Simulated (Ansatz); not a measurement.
All numbers below come from Ansatz 0.2.0, DFT PBE, scalar-relativistic, plane waves, PAW. All cells share a 420 eV cutoff and Γ-centred k meshes spaced at most about 0.3 Å⁻¹ (about 0.25 or finer for metals, 2π included). No spin polarisation in the final relaxations.

These are static total energies at zero pressure.

Two forms of RbNa3Te2 were relaxed alike.

A.

```
Rb Na Te
1.0
     2.76192    1.59459    8.58371
    -2.76192    1.59459    8.58371
     0.00000   -3.18919    8.58371
Rb Na Te
1 3 2
Direct
  0.50000 0.50000 0.50000
  0.00000 0.50000 0.50000
  0.50000 0.50000 0.00000
  0.50000 0.00000 0.50000
  0.07640 0.07640 0.07640
  0.92360 0.92360 0.92360
```

B.

```
Rb Na Te
1.0
     3.37240    1.94705    8.29751
    -3.37240    1.94705    8.29751
     0.00000   -3.89411    8.29751
Rb Na Te
1 3 2
Direct
  0.00000 0.00000 0.00000
  0.00000 0.00000 0.50000
  0.50000 0.00000 0.00000
  0.00000 0.50000 0.00000
  0.74568 0.74568 0.74568
  0.25432 0.25432 0.25432
```

**Question.** Which form is favoured at zero pressure, and by what margin per atom?

**Answer.** B is lower, by 118 meV/atom. A has space group R-3m (No. 166), 37.8 Å³/atom and no gap on its mesh; B has space group R-3m (No. 166), 54.5 Å³/atom and a gap of 1.41 eV. Counting Te atoms around Na and Rb (those within 1.25 times the shortest such distance or 1.15 times the sum of covalent radii, 1.27 where that leaves under three; the shortest distance is added where it exceeds 1.18 times the sum of covalent radii), A has Rb 6, Na 4 and B has Rb 6 from 4.4 Å, Na 2. The lower one is the more open, so pressure narrows the difference. In A, Rb has 6 Te at 3.95 Å and 6 Na at 4.58 Å; Na is surrounded by 4 Na at 2.76 Å, 4 Te at 3.39 Å and 2 Rb at 4.58 Å; Te is surrounded by 6 Na at 3.39 Å, 1 Te at 3.93 Å and 3 Rb at 3.95 Å. In B, Rb is surrounded by 6 Te at 4.36 Å and 6 Na at 4.58 Å; around Na lie 2 Te at 2.92 Å, 4 Na at 3.37 Å and 2 Rb at 4.58 Å; around Te lie 3 Na at 2.92 Å and 3 Rb at 4.36 Å. Both come from invented guesses. A third cell relaxed alike, in P-3m1, lies 0.36 eV/atom below the lower of the two.

These runs have no spin–orbit coupling, which can matter for Te. Kohn–Sham gaps at this level usually fall short of measured ones. The missing spin–orbit coupling can work the other way here. The zero gap of R-3m at 37.8 Å³/atom may come from the functional, which often closes small gaps, or the cell may be a true semimetal. Cells relaxed within their symmetry can be saddle points.
